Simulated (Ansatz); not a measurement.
CuGaSe2 as one 8-atom ordering (I-42d) on the zincblende lattice was relaxed with 4 functionals in Ansatz, cell and atoms free, the symmetry of the start kept (meshes: PBE 6×6×6, r2SCAN 6×6×6, PBEsol 6×6×6, LDA 6×6×6). Values at 0 K without nuclear motion; spin polarisation is off, and the phase may be a hypothetical one.

The r2SCAN result:
```
Cu Se Ga
1.0
    -2.80413    2.80413    5.54928
     2.80413   -2.80413    5.54928
     2.80413    2.80413   -5.54928
Cu Se Ga
2 4 2
Direct
  0.00000 0.00000 0.00000
  0.75000 0.25000 0.50000
  0.37500 0.37136 0.49636
  0.12136 0.62500 0.99636
  0.87500 0.87864 0.50364
  0.62864 0.12500 0.00364
  0.50000 0.50000 0.00000
  0.25000 0.75000 0.50000
```

It is tetragonal, I-42d (No. 122); conventional cell a = 5.608 Å, c = 11.099 Å, 21.82 Å³ an atom. Cu is surrounded by 4 Se at 2.41 Å; Se is surrounded by 2 Cu at 2.41 Å and 2 Ga at 2.43 Å; Ga is surrounded by 4 Se at 2.43 Å.

Question: Order the functionals by the relaxed volume, smallest first.
A. PBEsol
B. r2SCAN
C. LDA
D. PBE

Answer: C (20.79 Å³/atom), A (21.47 Å³/atom), B (21.82 Å³/atom), D (22.65 Å³/atom).

Question: How does the cell change with PBE?

Answer: a = 5.673 Å, c = 11.260 Å; the volume differs by +3.8 % from r2SCAN's. Cu has 4 Se at 2.43 Å; Se has 2 Cu at 2.43 Å and 2 Ga at 2.47 Å; Ga has 4 Se at 2.47 Å.

Question: What lattice does PBEsol give?

Answer: a = 5.570 Å, c = 11.071 Å; the volume differs by -1.6 % from r2SCAN's. Around Cu lie 4 Se at 2.38 Å; around Se lie 2 Cu at 2.38 Å and 2 Ga at 2.43 Å; around Ga lie 4 Se at 2.43 Å.

Question: Held at the r2SCAN cell, what mean stress do LDA and PBE find, and does its sign point to their own minimum?

Answer: Yes. LDA -3.28 GPa, and its relaxed volume is -4.7 % from r2SCAN's; PBE +2.50 GPa, and its relaxed volume is +3.8 % from r2SCAN's. Compression counts positive, so a positive stress asks for a larger cell.
